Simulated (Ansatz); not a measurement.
**Does relaxation matter for the field gradients of CO2?**

Start: a COD entry (listed for 1.0 GPa), atoms as given.

Space group Pa-3 (No. 205); a = 5.4942 Å.

| site | Wyckoff | site symmetry | x | y | z |
| --- | --- | --- | --- | --- | --- |
| C | 4a | .-3. | 0.0000 | 0.0000 | 0.0000 |
| O | 8c | .3. | 0.1207 | 0.1207 | 0.1207 |

One atom of each set is listed.

Computed with Ansatz: DFT, PBE, plane waves and PAW (field gradients read without the response of the frozen cores, which leaves them typically 4 to 6 % off), scalar-relativistic, 420 eV cutoff, Γ-centred 5×5×5 k-points, Fermi–Dirac smearing 0.02 eV.

The largest force at the start is 2.1 eV/Å. Relaxing the ions at fixed cell moves them by 0.019 Å at most (atom 6, O) and 0.016 Å rms. End positions:

C (0.0000, 0.0000, 0.0000)
O (0.1227, 0.1227, 0.1227)

```csv
site,moved (Å),first shell before,first shell after,V_zz before (10²¹ V/m²),η before
C,0.000,"2 O at 1.15 Å, angle 180°","2 O at 1.17 Å, angle 180°",-2.64,0.00
O,0.019,1 C at 1.15 Å,1 C at 1.17 Å,6.66,0.00
```

(1) How do the gradients change?

Answers

(1) 

```json
{"site": "C", "V_zz after": "-2.64", "η after": "0.00", "change of V_zz": "0.00"}
{"site": "O", "V_zz after": "7.52", "η after": "0.00", "change of V_zz": "+0.86"}
```

The largest change of V_zz is on O, from 6.66 to 7.52. In per cent, |V_zz| changes by 0 on C, +13 on O (all sites that start above 0.5).
